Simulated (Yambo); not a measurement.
One stored BSE kernel of dimension 648 for MgS (zinc blende, space group F-43m, No. 216) (Yambo, PBEsol bands; 6×6×6 mesh, 3 valence and 1 conduction bands, static screening with 22 bands and a 4 Ry block, scissor 1.88 eV, Tamm-Dancoff; broadening 0.15 eV; field along x), solved in several ways.

| solver | iterations | largest change of Im ε (% of its maximum) | rough time |
|---|---|---|---|
| Haydock, threshold 2 % | 5 | 130 | within a factor of two |
| Haydock, threshold 0.5 % | 10 | 19 | within a factor of two |
| Haydock, threshold 0.1 % | 18 | 3.4 | within a factor of two |
| Haydock, threshold 0.005 % | 31 | 0.4 | 1 |
| SLEPc, lowest 10 states | – | no full spectrum | within a factor of two |
| SLEPc, lowest 60 states | – | no full spectrum | within a factor of two |
| full diagonalisation | – | reference | within a factor of two |

Haydock gives the spectrum without eigenstates, SLEPc the lowest states alone, full diagonalisation everything at a cost that grows as the cube of the dimension. Times include reading the kernel. Times are rough ratios from shared machines. Mesh and scissor weren't tested; the rows compare only with each other.

Geometry relaxed with PBEsol; primitive cell a = 3.9968 Å, b = 3.9968 Å, c = 3.9968 Å, α = 60.00°, β = 60.00°, γ = 60.00°.

This is not the ordinary phase of the substance; no match was found in the copy of COD used, and its stability was not checked.
